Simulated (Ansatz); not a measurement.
LiH₄BrO₂: 17O NMR of the central transition

Cell: an entry of the Crystallography Open Database (COD) whose atoms were relaxed with PBE, the cell held.

```cif
data_LiH4BrO2
_symmetry_space_group_name_H-M 'P-1'
_symmetry_Int_Tables_number 2
_cell_length_a 5.3001
_cell_length_b 6.3970
_cell_length_c 6.4060
_cell_angle_alpha 63.694
_cell_angle_beta 82.044
_cell_angle_gamma 65.567
loop_
_atom_site_label
_atom_site_type_symbol
_atom_site_symmetry_multiplicity
_atom_site_Wyckoff_symbol
_atom_site_fract_x
_atom_site_fract_y
_atom_site_fract_z
Li Li 2 i 0.3064 0.3853 0.4803
H3 H 2 i 0.0312 0.8618 0.2779
H5 H 2 i 0.7965 0.3466 0.2816
H7 H 2 i 0.5849 0.6153 0.1314
H9 H 2 i 0.9265 0.7656 0.1343
Br Br 2 i 0.2493 0.1236 0.2285
O13 O 2 i 0.9843 0.7213 0.2939
O15 O 2 i 0.6168 0.4780 0.2900
```

One atom of each set is listed.

The numbers come from a DFT calculation in Ansatz (PBE, plane waves and PAW, scalar-relativistic, 420 eV cutoff, Γ-centred 5×4×4 k-points, Fermi–Dirac smearing 0.02 eV).

17O has I = 5/2 and Q = -25.58 mb (Pyykkö 2018); at 23.5 T its Larmor frequency is ν₀ = 135.7 MHz. Only the quadrupole interaction is simulated: positions count from each site's isotropic chemical shift, and J coupling is left out, as are shift anisotropy and dipolar coupling, which fast spinning averages.

Question: Give C_Q, η, the quadrupolar product P_Q = |C_Q|(1 + η²/3)^½, the second-order isotropic shift and the breadth of the pattern (fast magic-angle spinning) for each O site.

Answer: 

```tsv
site	first shell	C_Q (MHz)	η	P_Q (MHz)	δ_QIS (ppm)	breadth (kHz)
O13	2 H at 0.99 Å, 2 Li at 2.05–2.08 Å	8.49	0.77	9.30	-28.2	8.71
O15	2 H at 0.98–0.99 Å, 2 Li at 2.04–2.17 Å	8.62	0.76	9.42	-28.9	8.95
```

δ_QIS = −(ν_Q²/30ν₀²)[I(I+1) − 3/4](1 + η²/3) × 10⁶ ppm with ν_Q = 3|C_Q|/[2I(2I−1)]; it falls as 1/B₀² in ppm, and the breadth as 1/B₀ in kHz.

The entry's hydrogen positions were far off; the other atoms hardly move on relaxation.
